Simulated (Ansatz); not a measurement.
The relaxed structure here is a generated cell of Ge: the first start was made by placing the elements on the sites of a structure type, and the end was not matched to a known phase here, so it may be hypothetical. Known forms of Ge include space group No. 227.

One starting cell of Ge (a generated cell, Ge built in the trigonal-Se structure type) was relaxed twice with Ansatz (plane waves, PAW, scalar-relativistic): with r2SCAN at 500 eV and with PBE at 420 eV. The r2SCAN result:

```
Ge
1.0
    2.68104     0.00000     0.00000
    0.00000     2.68104     0.00000
    0.00000     0.00000     2.68104
Ge
1
Direct
  0.50000   0.50000   0.50000
```

| quantity | r2SCAN | PBE |
|---|---|---|
| space group | Pm-3m | Pm-3m |
| volume (Å³/atom) | 19.27 | … |
| a (Å) | 2.681 | … |
| gap (eV, no spin-orbit coupling) | 0.00 | … |

Question: Fill in the PBE column.

Answer: 
- volume (Å³/atom), PBE: 19.95
- a (Å), PBE: 2.712
- gap (eV, no spin-orbit coupling), PBE: 0.00

Both levels end in the same structure; PBE's volume is 3.5 % larger. Neither column is exact.

No spin polarisation in the result.

The run could not lose the symmetry of its start, so the end can be a saddle point.

Ansatz is a first-principles code.
